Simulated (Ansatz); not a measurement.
LaTl3, DFT, PBEsol, all-electron LAPW, scalar-relativistic (Ansatz 0.2.0), run on 1 thread of AMD EPYC 7R43 64-Core Processor (Zen 3) on a shared host.

The cell is COD entry 1538104, as deposited and not checked against the literature; nothing was relaxed. The listed cell was then made from it by scaling, straining or moving an atom.

Command: `ansatz run input.yaml --threads 1 --pin off --max-ram 4096MiB --backend cpu --events-out ev --progress --plain --runs-dir out`

```yaml
crystal:
  lattice:
    - [4.70302, 0.0, 0.0]
    - [0.0, 4.70302, 0.0]
    - [0.0, 0.0, 4.799]
  atoms:
    - { symbol: La, position: [0.0, 0.0, 0.0] }
    - { symbol: Tl, position: [0.0, 0.5, 0.5] }
    - { symbol: Tl, position: [0.5, 0.0, 0.5] }
    - { symbol: Tl, position: [0.5, 0.5, 0.0] }
kpoints:
  mp_grid: { grid: [8, 8, 8] }
  band_path:
    path:
      - [0.0, 0.0, 0.0]
      - [0.0, 0.5, 0.0]
      - [0.5, 0.5, 0.0]
      - [0.0, 0.0, 0.0]
      - [0.0, 0.0, 0.5]
      - [0.0, 0.5, 0.5]
      - [0.5, 0.5, 0.5]
      - [0.0, 0.0, 0.5]
      - [0.0, 0.5, 0.0]
    npoints: 5
scf:
  occupations: { method: fermi_dirac, width: 0.05 }
hamiltonian:
  xc: pbesol
  pseudopotentials: { kind: all_electron, lapw: { basis_error: 0.001 } }
output:
  forces: true
  stress: true
  eigenvalues: true
```

How large is the problem that the program sets up?

75 irreducible k-points, 595 plane waves at Γ, 81 bands.

About how long does it take, and how much memory does it use?

3.5 min of wall time for 11 SCF iterations, with a peak of 0.94 GiB. Times on shared machines scatter by tens of per cent.
